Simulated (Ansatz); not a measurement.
BN:
```
BN
1.0
    2.56008     0.00000     0.00000
   -1.28004     2.21710     0.00000
    0.00000     0.00000    12.59485
B N
6 6
Cartesian
  0.00000   0.00000   0.00079
  0.00000   0.00000   6.29821
  1.28004   0.73903  10.48751
  0.00000   1.47806   4.19009
  1.28004   0.73903   2.09783
  0.00000   1.47806   8.39526
  0.00000   0.00000  11.01300
  0.00000   0.00000   4.71557
  1.28004   0.73903   8.91813
  0.00000   1.47806   2.62070
  1.28004   0.73903   0.52785
  0.00000   1.47806   6.82527
```

Relaxed with PBE.

Q: Give the Bader charges and basin volumes of the independent atoms, plane-wave PAW PBE (Ansatz code).

A: 

```tsv
atom	Bader charge (e)	Bader volume (Å³)
B1	+2.16	1.7
B3	+2.16	1.7
B5	+2.16	1.7
N7	-2.15	10.3
N9	-2.16	10.2
N11	-2.16	10.2
```

Space group P6_3mc. The cell is a constructed one: a structure type filled with these elements. Its sites differ from those of the usual phase in this space group: another stacking or structure type. The PBE relaxation kept the symmetry of its start; its stability against distortions is not shown here.

Potentials: the later of the program's two PAW sets.
